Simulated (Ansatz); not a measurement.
**V2O5: checking a database structure before trusting its electric field gradients**

The cell is a Materials Project structure (computed, not necessarily an observed phase).

Space group Pbam (No. 55); a = 5.7213, b = 10.7131, c = 3.3250 Å.

| site | Wyckoff | site symmetry | x | y | z |
| --- | --- | --- | --- | --- | --- |
| V | 4g | ..m | 0.7038 | 0.3716 | 0.0000 |
| O5 | 4h | ..m | 0.8190 | 0.4022 | 0.5000 |
| O9 | 4g | ..m | 0.0307 | 0.2518 | 0.0000 |
| O13 | 2a | ..2/m | 0.5000 | 0.5000 | 0.0000 |

One atom of each set is listed.

Method: Kohn–Sham DFT in Ansatz, PBE, plane waves and PAW, scalar-relativistic, 420 eV cutoff, Γ-centred 4×2×7 k-points, Fermi–Dirac smearing 0.02 eV.

(1) Do the atoms and the cell lie near the calculated equilibrium?

## Answers

(1) Not quite. The largest force is 1.2 eV/Å, on atom 11 (O: 1 V at 1.65 Å; also 1 V at 2.27 Å), and the pressure is -5.3 GPa. Relaxing the atoms is still advisable, since electric field gradients respond to shifts of a few hundredths of an ångström.
